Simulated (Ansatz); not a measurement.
# Mg2Sc3VS8, one structure, two calculations

Cell: a computed structure from the Materials Project (it need not be an observed phase), atoms as given.

Space group C2/m (No. 12); a = 12.8927, b = 7.5253, c = 7.4662 Å, β = 124.81°.

```csv
site,Wyckoff,site symmetry,x,y,z
Mg,4i,m,0.3752,0.0000,0.6248
Sc3,4e,-1,0.2500,0.2500,0.0000
Sc4,2c,2/m,0.0000,0.0000,0.5000
V,2a,2/m,0.0000,0.0000,0.0000
S7,8j,1,0.5058,0.2705,0.7648
S8,4i,m,0.7650,0.0000,0.7765
S9,4i,m,0.7577,0.0000,0.2422
```

One atom of each set is listed; the run and its k-mesh use a cell of 14 atoms with edges of 7.46, 7.46, 7.47 Å.

First run. Method: Kohn–Sham DFT in Ansatz, PBE, plane waves and PAW, scalar-relativistic, collinear spin, 420 eV cutoff, Γ-centred 5×5×5 k-points, Fermi–Dirac smearing 0.02 eV. Start moments as typed (μB): 2 on each V, none on the rest.

| site | V_zz (10²¹ V/m²) | η | m (μB) |
| --- | --- | --- | --- |
| Mg | 0.16 | 0.02 | 0.01 |
| Sc3 | -0.53 | 0.65 | 0.01 |
| Sc4 | -0.61 | 0.48 | 0.02 |
| V | -1.86 | 0.27 | 1.70 |
| S7 | 3.16 | 0.39 | -0.02 |
| S8 | 3.05 | 0.32 | -0.02 |
| S9 | 1.58 | 0.05 | 0.00 |

Second run. The same atoms and settings, except that the mesh is 6×6×6 and the Fermi–Dirac smearing is 0.05 eV.

(1) Given the first result, estimate the second.

## Answers

(1) 

```csv
site,V_zz,η,change of V_zz,m (μB)
Mg,0.16,0.00,0.00,0.01
Sc3,-0.51,0.70,+0.02,0.01
Sc4,-0.61,0.50,0.00,0.01
V,-1.75,0.11,+0.11,1.70
S7,3.15,0.39,-0.01,-0.02
S8,3.07,0.37,+0.02,-0.02
S9,1.58,0.03,0.00,0.00
```

The largest change of V_zz is on V, from -1.86 to -1.75. In per cent, |V_zz| changes by 0 to +1 on S (all sites that start above 2). Where |V_zz| stays above 0.1, η moves most on V, from 0.27 to 0.11.

Semilocal functionals can leave a metal where correlation in the d or f shell opens a gap in the real compound, and that would change the values at and beside V. All moments are parallel here, as the start or the cell imposes; many such compounds order antiparallel, where fields and spin densities carried over to other atoms largely cancel. The magnetic order is the one that the run reached from its start moments, not necessarily the measured one.
For the first run: The program didn't check the stability of this electronic state in full, so a lower one may lie near.
